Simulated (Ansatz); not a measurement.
Space group P-3m1 (No. 164). a = 3.718 Å, b = 3.718 Å, c = 5.816 Å, α = 90.00°, β = 90.00°, γ = 120.00°
```
atom site symmetry x y z
  Pt    1a      -3m.  0.0000  0.0000  0.0000
  Se    2d       3m.  0.3333  0.6667  0.2254
```

Equation of state of this PtSe2 structure (not necessarily the ground state), with shape and atoms relaxed at each volume where symmetry leaves them free. These are results of DFT r2SCAN, scalar-relativistic, plane waves, PAW (Ansatz), not measurements.

Plane waves to 500 eV, a k mesh through Γ of 12×12×6 on the computed 3-atom cell and Gaussian smearing (0.02 eV); no spin polarisation.

| V (Å³/atom) | E − E(largest V) (meV/atom) | P (GPa) | gap on mesh (eV) |
| --- | --- | --- | --- |
| 21.812 | 1.89 | 0.97 | 0.17 |
| 22.508 | -1.03 | 0.42 | 0.40 |
| 23.204 | -1.92 | 0.01 | 0.58 |
| 23.901 | -1.40 | -0.32 | 0.72 |
| 24.597 | 0.00 | -0.47 | 0.86 |

Q: Fit a third-order Birch–Murnaghan equation to E(V).

A: V0 = 23.25 Å³/atom, B0 = 10 GPa, B0' = 12.7. B0' is unusual or poorly fixed by this range.

Spin-orbit coupling is left out, which matters for the bands of heavy elements. The cell holds layers, and where no dispersion correction was added their binding is poorly described.

Cost: 5 runs of about 7.8 core-minutes in all, on Arm Neoverse V2 (shared hosts).